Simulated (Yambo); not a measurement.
## KHgF₃: sweep of GW parameters

G0W0@LDA for KHgF3 (space group Cmmm, No. 65, within 0.06 Å of Pm-3m) in Yambo. Reference settings: 2×2×2 Γ-centred k mesh, bands 5 to 142 and a 7 Ry block in the screening, 142 bands in G with the Bruneval-Gonze terminator, plasmon pole fitted at 27.2 eV. The LDA gap (-0.5, -0.5, -0.5) → Γ on this mesh is 0.31 eV; G0W0 gaps are taken between the same points.

| change from the reference | G0W0 gap (-0.5, -0.5, -0.5) → Γ (eV) | shift of the valence edge (eV) | rough Yambo cost |
|---|---|---|---|
| reference settings | 2.50 | -0.99 | 1 |
| 42 bands in W, 42 bands in G | 3.34 | -1.05 | about 1/4 |
| 112 bands in W, 112 bands in G | 2.55 | -0.96 | within a factor of two |
| 83 bands in W, 83 bands in G | 2.68 | -0.94 | within a factor of two |
| wavefunctions cut at 10 Ry | 1.64 | 0.02 | about 1/3 |
| exchange cut at 40 Ry | 2.38 | -0.86 | – |
| 42 bands in W, 42 bands in G, 4 Ry block | 3.45 | -1.22 | about 1/5 |
| 42 bands in W, 42 bands in G, 2 Ry block | 3.89 | -1.67 | about 1/4 |
| 42 bands in W, 42 bands in G, 6 Ry block | 3.35 | -1.07 | about 1/4 |
| 60 bands in W, 60 bands in G, 6 Ry block | 2.96 | -0.96 | about 1/3 |
| 83 bands in W, 83 bands in G, 3 Ry block | 2.88 | -1.19 | about 1/2 |
| 112 bands in W, 112 bands in G, 3 Ry block | 2.76 | -1.20 | within a factor of two |
| 3 Ry block | 2.71 | -1.22 | within a factor of two |
| 112 bands in W, 112 bands in G, no terminator | 2.35 | -0.63 | within a factor of two |
| 83 bands in W, 83 bands in G, no terminator | 2.50 | -0.59 | within a factor of two |

The reference isn't shown to be the converged limit. Costs are rough (shared machines), scaled to the same edge states, and given only for runs that recompute the screening.

Without spin-orbit coupling, band edges of such heavy elements can be off by tenths of an eV.

Geometry of the Materials Project entry, not relaxed at this level; primitive cell a = b = 4.533 Å, c = 4.524 Å, α = β = 90.00°, γ = 90.11°.

A shift is the quasiparticle energy of the state minus its LDA energy.
